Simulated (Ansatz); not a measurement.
An Ansatz (a first-principles code) input:

Ansatz 0.2 input:
```yaml
crystal:
  lattice:
    - [0.0, 2.9482753246, 2.9482753246]
    - [2.9482753246, 0.0, 2.9482753246]
    - [2.9482753246, 2.9482753246, 0.0]
  atoms:
    - { symbol: Pt, position: [0.0, 0.0, 0.0] }
    - { symbol: Al, position: [0.25, 0.25, 0.25] }
    - { symbol: Al, position: [0.75, 0.75, 0.75] }
kpoints:
  mp_grid: { grid: [9, 9, 9] }
  band_path:
    path:
      - [[0.0, 0.0, 0.0], [0.5, 0.0, 0.5], [0.625, 0.25, 0.625]]  # Γ-X-U
      - [[0.375, 0.375, 0.75], [0.0, 0.0, 0.0], [0.5, 0.5, 0.5], [0.5, 0.25, 0.75], [0.5, 0.0, 0.5]]  # K-Γ-L-W-X
    npoints: 12
basis: { xc_grid: 2 }
hamiltonian:
  xc: pbesol
  pseudopotentials: { kind: paw }
magnetization: { noncollinear: true, spin_orbit: true }
scf:
  n_extra_bands: 12
  convergence: { dr2_threshold: 0.0000000001 }
  occupations: { method: gaussian, width: 0.05 }
output: { eigenvalues: true }
```

Question: How many symmetry operations and irreducible k-points will the run report?

Answer: 48 operations, 35 of 729 k-points.

Question: With a cutoff of 420 eV, how many plane waves at Γ?

Answer: 965.

It took very roughly 26 core-seconds on shared server cores.

Space group Fm-3m (fluorite or antifluorite type). The cell was relaxed with PBEsol under the symmetry of its start; of distortions, only those at the zone centre were tested. No spin polarisation was allowed.

Potentials: the later of the program's two PAW sets.

Ansatz is a plane-wave DFT program.
